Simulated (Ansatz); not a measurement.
**YMn₂Si₂ (I4/mmm): electronic heat capacity from the density of states**

Level of theory: Ansatz 0.2.0, DFT PBEsol, scalar-relativistic, plane waves, PAW.

Cutoff 420 eV; k points 12×12×12 on the computed 5-atom cell (Γ-centred); Gaussian smearing, width 0.10 eV; collinear spin from starting moments 0 1.86 1.86 0 0 μB.

Relaxed cell: I4/mmm, a = 3.844 Å, b = 3.844 Å, c = 10.231 Å, α = 90.00°, β = 90.00°, γ = 90.00°, 5 atoms in the primitive cell. Whether it is the stable form of this composition wasn't checked.

The density of states at the Fermi level is 2.575 states/eV in the cell of 5 atoms (1 formula unit; both spins, tetrahedra on a 18×18×18 mesh). The run ends with a moment of 3.37 μB a cell (largest on a site 1.69 μB), and the figure is for this state; a paramagnetic sample can have a quite different one. Another magnetic order, if the compound takes it, can change N(E_F) and the shape of the cell a good deal.

Problem. What Sommerfeld coefficient does this give?

Solution. Per formula unit N(E_F) = 2.575 states/eV. γ = (π²/3) k_B² N(E_F) N_A = 2.357 mJ/(mol K²) per state/eV, so γ = 6.1 mJ/(mol K²), a mole of formula units. This is the bare band result: a measured γ of the same phase and magnetic order is as a rule larger by a factor 1 + λ from phonons and spin fluctuations. N(E_F) at one energy is sensitive to the mesh where the density of states has sharp peaks.

Only parallel moments were tried here.

Only this magnetic start was tried.